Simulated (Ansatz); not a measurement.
## Profile along the Rh–Rh line in BiRh (NiAs type)

BiRh (NiAs type)

```
BiRh
1.0
    4.12992     0.00000     0.00000
   -2.06496     3.57662     0.00000
    0.00000     0.00000     5.69239
Bi Rh
2 2
Direct
  0.33333   0.66667   0.25000
  0.66667   0.33333   0.75000
  0.00000   0.00000   0.50000
  0.00000   0.00000   0.00000
```

Fields along a shortest Rh–Rh line of a (1 -1 0 0) plane (2.85 Å), from Rh to Rh, interpolated on the slice's grid (step about 0.2 Å). The numbers are results of r2SCAN (plane waves to 500 eV, PAW, scalar-relativistic; Ansatz, an electronic-structure program), not measurements. k mesh 13×13×8. Inside the PAW spheres the values are not all-electron values, and peaks at nuclei hang on which shells count as valence. BiRh is run without spin polarisation. BiRh was relaxed with its symmetry unable to fall. Spin-orbit coupling is left out, though Bi is heavy.

| distance from Rh (Å) | valence electron density (e/Å³) | electron localisation function |
|---|---|---|
| 0.00 | 15.08 | x |
| 0.29 | 11.70 | x |
| 0.57 | 5.53 | 0.68 |
| 0.86 | 1.40 | 0.38 |
| 1.14 | 0.40 | 0.21 |
| 1.43 | 0.28 | 0.26 |
| 1.71 | 0.41 | 0.21 |
| 2.00 | 1.40 | 0.38 |
| 2.28 | 5.53 | 0.68 |
| 2.56 | 11.69 | x |
| 2.85 | 15.08 | x |

x: too close to a nucleus for the ELF to mean much.

Density on the Rh–Rh line (2.85 Å) at its midpoint: 0.28 e/Å³. ELF at that point: 0.26.
